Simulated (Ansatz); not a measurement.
Single point in Ansatz 0.2.0 with r2SCAN, no spin polarisation. Cutoff 500 eV, PAW datasets, 5×5×5 Γ-centred k mesh, fermi-dirac filling (width 0.1 eV).

Computed maps in the lattice plane spanned by a (left to right, 6.22 Å, 19 points from zero) and c (bottom to top, 6.82 Å, 21 points from zero), 69° apart, at height 0.823 along b. The fields are smooth PAW ones with compensation charges, not the true ones near nuclei.

Valence density. Digits on a logarithmic scale: 0 up to 0.03 e/Å³, each further digit a factor of 1.6, 9 from 1.3 e/Å³ up:
```
5543322110001234566
7665433211000123456
9997544321001123457
9999754332111223468
9999864432111233458
9999965432111233457
7999964332101123445
5688764332100112344
4456655432100011233
3345666543110011122
2345677654321111112
2345789976433333222
2345799997654554433
3345799999766676654
4335699999767899865
5434579999777999996
6433456787667899998
6433345565556799998
6432223344445689998
6432222222223467887
5433221111112345666
```

Q: The cell is Sb₄Mo. Which atoms lie within 0.2 Å of this plane, and where (fractions of a and c)?

A: Sb at (0.36, 0.32), Sb at (0.81, 0.18). The whole cell:
```
CELL_PARAMETERS angstrom
6.22475 0.00000 0.00000
3.11238 -6.52527 0.00000
2.40358 0.00000 -6.38109
ATOMIC_POSITIONS crystal
Mo 0.06241 0.87518 0.75000
Mo 0.93759 0.12482 0.25000
Sb 0.36236 0.82282 0.32203
Sb 0.81482 0.82282 0.17797
Sb 0.63764 0.17718 0.67797
Sb 0.18518 0.17718 0.82203
Sb 0.49503 0.55770 0.81004
Sb 0.94727 0.55770 0.68996
Sb 0.50497 0.44230 0.18996
Sb 0.05273 0.44230 0.31004
```

Origin: a known structure type with other elements, at an estimated volume, so it need not be a known compound. Caveats: atoms or cell far from equilibrium.
